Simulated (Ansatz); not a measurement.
Relaxed Zr (hcp, Mg type):

```
Zr
1.0
    6.46319     0.00000     0.00000
   -1.61580     2.79864     0.00000
    0.00000     0.00000     5.17363
Zr
4
Direct
  0.16667   0.66667   0.75000
  0.66667   0.66667   0.75000
  0.33333   0.33333   0.25000
  0.83333   0.33333   0.25000
```

Scan: atom 4 (Zr, nearest neighbour Zr at 3.189 Å; its periodic images, 3.2 Å or more away, move with it) is displaced along Cartesian x, direction (1.000, 0.000, 0.000) in Cartesian axes, by s. The other atoms stay.

Method: PBE (plane waves to 420 eV, PAW, scalar-relativistic; Ansatz, a first-principles code). k mesh 13×13×7 (Γ-centred), Fermi-Dirac smearing 0.05 eV. The energy includes the smearing's −TS. Stress and pressure are positive under compression. Left out: 2 of 11 points, with atoms too close for the PAW data. With partly filled bands, energies and forces of such displacements shift with the k mesh and the smearing. F∥ is the force on the atom along that direction. F⊥ is the part of the force across the line. The PAW data are Ansatz's earlier set. Zr is run without spin polarisation. Zr was relaxed with its symmetry unable to fall. The zero of ΔE is the undisplaced structure.

| s (Å) | ΔE (meV/cell) | |F⊥| (eV/Å) | P (GPa) | F∥ (eV/Å) |
|---|---|---|---|---|
| -0.512 | 608 | 0.498 | 1.9 | 2.413 |
| -0.384 | 343 | 0.391 | 1.1 | 1.757 |
| -0.256 | 156 | 0.292 | 0.5 | 1.181 |
| -0.128 | 40 | 0.155 | 0.1 | 0.618 |
| 0.000 | 0 | 0.001 | 0.0 | 0.002 |
| 0.128 | 39 | 0.141 | 0.1 | -0.607 |
| 0.256 | 153 | 0.266 | 0.5 | -1.160 |
| 0.384 | 336 | 0.431 | 1.1 | -1.708 |
| 0.512 | 590 | 0.684 | 1.9 | -2.269 |

Derived quantities:

| Property | Value |
|---|---|
| Energy at s = 0.512 Å | 590 meV/cell |
| Force along the line at s = -0.512 Å | 2.41 eV/Å |
| Shape of the curve | a single well with its minimum at or next to zero displacement |
| Force constant k = d²E/ds² at s = 0 (finite differences) | 4.86 eV/Å² |
| Harmonic estimate at the end of the scan | ½ks² = 637 meV/cell against the computed 590 meV/cell, so the well is softer than harmonic there |

(A displaced cell: forces are minus the slopes of the energy, force constants its curvatures, and phonons follow from these.)
